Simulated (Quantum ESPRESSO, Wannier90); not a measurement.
**Wannierisation of RbCaH$_{3}$ (cubic perovskite)**

Cell from Materials Project (mp-23949), symmetrised, no further relaxation. COD (Crystallography Open Database) records the formula in this space group. Ideal cubic forms of this type are often high-temperature phases that distort on cooling; symmetry holds the cell here, and its stability was not tested. Level: LDA, no spin polarisation, no spin-orbit coupling; pw.x of Quantum ESPRESSO at 60 Ry with PseudoDojo potentials, 8×8×8 k-points, Wannier90. Density: 8×8×8 mesh, cold smearing 0.01 Ry.

On the energy scale of pw.x, whose zero is arbitrary, the valence-band maximum lies at 2.01 eV.

Input w.win:

```
num_bands = 1
num_wann = 1
exclude_bands = 1,3-26
num_iter = 1000
conv_tol = 1.0e-6
conv_window = 4
write_hr = true
write_u_matrices = true
auto_projections = true
begin unit_cell_cart
ang
    4.5209700000    0.0000000000    0.0000000000
    0.0000000000    4.5209700000    0.0000000000
    0.0000000000    0.0000000000    4.5209700000
end unit_cell_cart
begin atoms_frac
Rb   0.0000000000  0.0000000000  0.0000000000
Ca   0.5000000000  0.5000000000  0.5000000000
H    0.5000000000  0.0000000000  0.5000000000
H    0.0000000000  0.5000000000  0.5000000000
H    0.5000000000  0.5000000000  0.0000000000
end atoms_frac
mp_grid = 8 8 8
begin kpoints
0.0000000000 0.0000000000 0.0000000000
0.0000000000 0.0000000000 0.1250000000
0.0000000000 0.0000000000 0.2500000000
... (509 more lines: the 8x8x8 mesh through Gamma)
end kpoints
```

Input of pw2wannier90.x that gives the overlap and projection files (equivalent; here they were cut from one run over all bands):

```
&inputpp
  outdir = './out'
  prefix = 'pwscf'
  seedname = 'w'
  write_amn = .true.
  write_mmn = .true.
  atom_proj = .true.
  atom_proj_exclude = 2 3 4 5 6 7 8 9 10 11 12 13
/
```

Output w.wout (banner and timings cut):

```
                                    ------
                                    SYSTEM
                                    ------

                              Lattice Vectors (Ang)
                    a_1     4.520970   0.000000   0.000000
                    a_2     0.000000   4.520970   0.000000
                    a_3     0.000000   0.000000   4.520970

                   Unit Cell Volume:      92.40487  (Ang^3)

                        Reciprocal-Space Vectors (Ang^-1)
                    b_1     1.389787   0.000000   0.000000
                    b_2     0.000000   1.389787   0.000000
                    b_3     0.000000   0.000000   1.389787

 *----------------------------------------------------------------------------*
 |   Site       Fractional Coordinate          Cartesian Coordinate (Ang)     |
 +----------------------------------------------------------------------------+
 | rb   1   0.00000   0.00000   0.00000   |    0.00000   0.00000   0.00000    |
 | ca   1   0.50000   0.50000   0.50000   |    2.26049   2.26049   2.26049    |
 | h    1   0.50000   0.00000   0.50000   |    2.26049   0.00000   2.26049    |
 | h    2   0.00000   0.50000   0.50000   |    0.00000   2.26049   2.26049    |
 | h    3   0.50000   0.50000   0.00000   |    2.26049   2.26049   0.00000    |
 *----------------------------------------------------------------------------*
                                ------------
                                K-POINT GRID
                                ------------

             Grid size =  8 x  8 x  8      Total points =  512

 *---------------------------------- MAIN ------------------------------------*
 |  Number of Wannier Functions               :                 1             |
 |  Number of Objective Wannier Functions     :                 1             |
 |  Number of input Bloch states              :                 1             |
 |  Output verbosity (1=low, 5=high)          :                 1             |
 |  Timing Level (1=low, 5=high)              :                 1             |
 |  Optimisation (0=memory, 3=speed)          :                 3             |
 |  Length Unit                               :               Ang             |
 |  Post-processing setup (write *.nnkp)      :                 F             |
 |  Using Gamma-only branch of algorithms     :                 F             |
 *----------------------------------------------------------------------------*
 *------------------------------- WANNIERISE ---------------------------------*
 |  Total number of iterations                :              1000             |
 |  Number of CG steps before reset           :                 5             |
 |  Trial step length for line search         :             2.000             |
 |  Convergence tolerence                     :         0.100E-05             |
 |  Convergence window                        :                 4             |
 |  Iterations between writing output         :                 1             |
 |  Iterations between backing up to disk     :               100             |
 |  Write r^2_nm to file                      :                 F             |
 |  Write xyz WF centres to file              :                 F             |
 |  Write on-site energies <0n|H|0n> to file  :                 F             |
 |  Use guiding centre to control phases      :                 F             |
 |  Use phases for initial projections        :                 F             |
 *----------------------------------------------------------------------------*
 *-------------------------------- PLOTTING ----------------------------------*
 |  Plotting Hamiltonian in WF basis          :                 T             |
 *----------------------------------------------------------------------------*

       ... (k-mesh section left out)

 Starting a new Wannier90 calculation ...

 Reading overlaps from w.mmn

 Reading projections from w.amn

 *------------------------------- WANNIERISE ---------------------------------*
 +--------------------------------------------------------------------+<-- CONV
 | Iter  Delta Spread     RMS Gradient      Spread (Ang^2)            |<-- CONV
 +--------------------------------------------------------------------+<-- CONV

 ------------------------------------------------------------------------------
 Initial State
  WF centre and spread    1  (  0.000000, -0.000000,  0.000000 )     0.68058398
  Sum of centres and spreads (  0.000000, -0.000000,  0.000000 )     0.68058398

      0     0.681E+00     0.0000000000        0.6805839785  <-- CONV
        O_D=      0.0000000 O_OD=      0.0000000 O_TOT=      0.6805840 <-- SPRD
 ------------------------------------------------------------------------------
      1     0.000E+00     0.0000000000        0.6805839785  <-- CONV
        O_D=      0.0000000 O_OD=      0.0000000 O_TOT=      0.6805840 <-- SPRD
      2     0.000E+00     0.0000000000        0.6805839785  <-- CONV
        O_D=      0.0000000 O_OD=      0.0000000 O_TOT=      0.6805840 <-- SPRD
      3     0.000E+00     0.0000000000        0.6805839785  <-- CONV
        O_D=      0.0000000 O_OD=      0.0000000 O_TOT=      0.6805840 <-- SPRD
      4     0.000E+00     0.0000000000        0.6805839785  <-- CONV
        O_D=      0.0000000 O_OD=      0.0000000 O_TOT=      0.6805840 <-- SPRD
             <<<     Delta < 1.000E-06  over  4 iterations     >>>
             <<< Wannierisation convergence criteria satisfied >>>
 Final State
  WF centre and spread    1  (  0.000000, -0.000000,  0.000000 )     0.68058398
  Sum of centres and spreads (  0.000000, -0.000000,  0.000000 )     0.68058398

         Spreads (Ang^2)       Omega I      =     0.680583978
        ================       Omega D      =     0.000000000
                               Omega OD     =     0.000000000
    Final Spread (Ang^2)       Omega Total  =     0.680583978
```
